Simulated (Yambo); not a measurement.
G0W0@PBEsol for RbHgF$_{3}$ (cubic perovskite, space group Pm-3m, No. 221) in Yambo. Reference settings: 2×2×2 Γ-centred k mesh, bands 9 to 286 and a 7 Ry block in the screening, 286 bands in G with the Bruneval-Gonze terminator, plasmon pole fitted at 27.2 eV. The PBEsol gap R → Γ on this mesh is 0.35 eV; G0W0 gaps are taken between the same points.

The settings were changed. The gap went from 2.22 eV to 1.93 eV, and the shift of the valence edge from -0.97 eV to -0.19 eV.

Problem. What was changed between the two runs?
A) pole fitted at 10 eV
B) 120 bands in G, no terminator
C) 6 Ry block
D) 120 bands in G

Solution. B, 120 bands in G, no terminator. The others gave (gap, valence shift): 6 Ry block: 2.22, -0.97 eV; 120 bands in G: 2.27, -0.96 eV; pole fitted at 10 eV: 2.27, -0.88 eV.

Spin-orbit coupling is included.

Geometry of the Materials Project entry, not relaxed at this level; primitive cell a = b = c = 4.5492 Å, α = β = γ = 90.00°.

A shift is the quasiparticle energy of the state minus its PBEsol energy.
